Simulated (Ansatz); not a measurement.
Cu Kα1 powder pattern (kinematic, no thermal factors).
| 2θ (°) | relative intensity |
| --- | --- |
| 24.32 | 5 |
| 27.48 | 100 |
| 31.68 | 1 |
| 32.48 | 2 |
| 41.13 | 4 |
| 45.63 | 24 |
| 45.66 | 46 |
| 47.92 | 3 |
| 52.37 | 1 |
| 54.10 | 29 |
| 54.14 | 13 |
| 66.52 | 8 |
| 66.59 | 3 |
| 68.32 | 2 |
| 73.40 | 6 |
| 73.44 | 10 |
| 77.82 | 2 |
| 81.28 | 1 |
| 82.66 | 1 |
| 84.41 | 14 |
| 84.46 | 6 |

The pattern is computed from a structure relaxed with DFT PBE, scalar-relativistic, plane waves, PAW (Ansatz 0.2.0). No spin polarisation. Its elements are S, Se, Zn.

Give the structure.

Zn5Se3S2.
Space group I-4m2 (No. 119). a = 3.973 Å, b = 3.973 Å, c = 28.064 Å, α = 90.00°, β = 90.00°, γ = 90.00°
| atom | site | symmetry | x | y | z |
| --- | --- | --- | --- | --- | --- |
| Zn | 4e | 2mm. | 0.5000 | 0.5000 | 0.1978 |
| Zn | 4e | 2mm. | 0.0000 | 0.0000 | 0.0935 |
| Zn | 2b | -4m2 | 0.5000 | 0.5000 | 0.0000 |
| Se | 4f | 2mm. | 0.5000 | 0.0000 | 0.1457 |
| Se | 2c | -4m2 | 0.0000 | 0.5000 | 0.2500 |
| S | 4f | 2mm. | 0.0000 | 0.5000 | 0.0467 |

A pattern alone doesn't exclude other cells with like lines; this is the one computed.

The cell was found from a structure generator's guess, not taken from experiment.
